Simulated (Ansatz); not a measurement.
A generator proposed this cell of BeZn2TeS2.

```yaml
crystal:
  lattice:
    - [4.50406, 0.00000, 0.00000]
    - [0.00000, 4.50406, 0.00000]
    - [0.00000, 0.00000, 6.05601]
  atoms:
    - { symbol: Be, position: [0.00000, 0.00000, 0.00000] }
    - { symbol: Zn, position: [0.50000, 0.50000, 0.25370] }
    - { symbol: Zn, position: [0.50000, 0.50000, 0.74630] }
    - { symbol: Te, position: [0.00000, 0.00000, 0.50000] }
    - { symbol: S, position: [0.00000, 0.50000, 0.00000] }
    - { symbol: S, position: [0.50000, 0.00000, 0.00000] }
```

All numbers below come from DFT PBE, scalar-relativistic, plane waves, PAW in Ansatz. Plane waves to 420 eV, a k mesh through Γ of 4×4×4 on the computed 6-atom cell and Gaussian smearing (0.10 eV); no spin polarisation.

The zero of energy is the elements' standard structures at the same level; no fitted shifts are applied.

**Question.** Estimate its pressure, forces and energy as it stands.

**Answer.** The pressure is -5.2 GPa (the mean over three directions, positive in compression), the largest force is 0.13 eV/Å, and the energy is +0.06 eV/atom against the elements. The shortest distance is 2.25 Å.

**Question.** How much does it gain on relaxing, and where does it end?

**Answer.** Relaxing gains under 0.1 eV/atom (the start's value is from the coarse mesh, so the gain is rough) in 14 ionic steps and ends at +0.01 eV/atom on the finer mesh. The symmetry stays P4/mmm (No. 123). The volume per atom shrinks by 11.6 %, from 20.5 to 18.1 Å³. The shortest distance goes from 2.25 Å (Be–S) to 2.20 Å (Be–S). Conventional cell: a = 4.403 Å, c = 5.601 Å. Around Be lie 4 S at 2.20 Å and 2 Te at 2.80 Å; around Zn lie 1 Zn at 2.56 Å and 4 S at 2.67 Å; Te is surrounded by 2 Be at 2.80 Å; S has 2 Be at 2.20 Å and 4 Zn at 2.67 Å.

The last run used an 8×8×8 mesh for its 6-atom cell and Gaussian smearing of 0.10 eV. For metals, differences of a few meV/atom aren't resolved. Spin–orbit coupling, which can matter for Te, is left out. The reference forms of S and Te are held partly by dispersion forces, which this level lacks. The relaxation can't lower the symmetry of the start. A structure relaxed within its symmetry needn't be a true minimum. Another cell of BeZn2TeS2 relaxed alike, in P-4m2, lies 0.42 eV/atom lower, so this cell isn't the stable form at this level.
